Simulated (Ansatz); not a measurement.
A distorted cell of BaZrO3 (cubic perovskite):

```
BaZrO3
1.0
    4.22721     0.00000     0.00000
    0.00000     4.22721     0.00000
    0.00000     0.00000     4.22721
Ba Zr O
1 1 3
Direct
  0.00000   0.00000   0.00000
  0.50000   0.50000   0.50000
  0.04215   0.54215   0.50000
  0.50000   0.50000   0.00000
  0.50000   0.00000   0.50000
```

These are PBE (plane waves to 420 eV, PAW, scalar-relativistic; Ansatz, a program for electronic structure) values and carry that method's errors. k mesh 6×6×6 (Γ-centred), Fermi-Dirac smearing 0.05 eV. The energy includes the smearing's −TS. Stress and pressure are positive under compression. BaZrO3 is run without spin polarisation. BaZrO3 was relaxed with its symmetry unable to fall.

Task: What forces act on the atoms (eV/Å, Cartesian)?

Result: 
```tsv
atom	Fx	Fy	Fz
Ba1	0.194	-0.104	0.000
Zr2	0.857	0.017	0.000
O3	-2.208	-0.421	0.000
O4	0.566	-0.097	0.000
O5	0.591	0.604	0.000
```

Task: Give the stress tensor in GPa and the pressure.

Result: 
```
   3.98     0.18     0.00
   0.18     1.13     0.00
   0.00     0.00     0.93
```
The pressure, a third of the trace, is 2.01 GPa.

Task: In it atom 3 sits (0.178, 0.178, 0.000) Å away from its relaxed site. What is its energy relative to the relaxed cell?

Result: 223 meV/cell.

(A displaced cell: forces are minus the slopes of the energy, force constants its curvatures, and phonons follow from these.)
